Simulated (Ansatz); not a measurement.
## Two states of GdTiGe

```
CELL_PARAMETERS angstrom
4.12559 0.00000 0.00000
0.00000 4.12559 0.00000
0.00000 0.00000 7.83244
ATOMIC_POSITIONS crystal
Ti 0.75000 0.25000 0.00000
Ti 0.25000 0.75000 0.00000
Ge 0.25000 0.25000 0.23700
Ge 0.75000 0.75000 0.76300
Gd 0.25000 0.25000 0.65200
Gd 0.75000 0.75000 0.34800
```

Level: r2SCAN; 500 eV; 6×6×3 Γ-centred mesh; fermi-dirac occupations (width 0.1 eV); Ansatz 0.2.0, fixed geometry.

State A: Ti1 down, Ti2 down, Gd5 up, Gd6 up (collinear spin). State B: Ti1 up, Ti2 up, Gd5 up, Gd6 up (collinear spin).

**Question.** Compare the two self-consistent states.

**Answer.** State A is lower by 6.4 meV an atom at zero smearing; in free energy at this smearing B lies +4.1 meV an atom from A. So small a gap isn't resolved on this mesh where a state is a metal.

| state | free energy (meV/atom) | largest moment in a small sphere (μB) | net moment (μB/cell) | gap on mesh (eV) | pressure (GPa) | largest force (eV/Å) |
| --- | --- | --- | --- | --- | --- | --- |
| A | 0.0 | 7.26 | 13.28 | metal | -3.0 | 0.19 |
| B | 4.1 | 7.26 | 17.35 | metal | -2.9 | 0.35 |

Origin: a database entry at a rescaled volume. Caveats: f shells without a U or exact exchange are poorly placed.
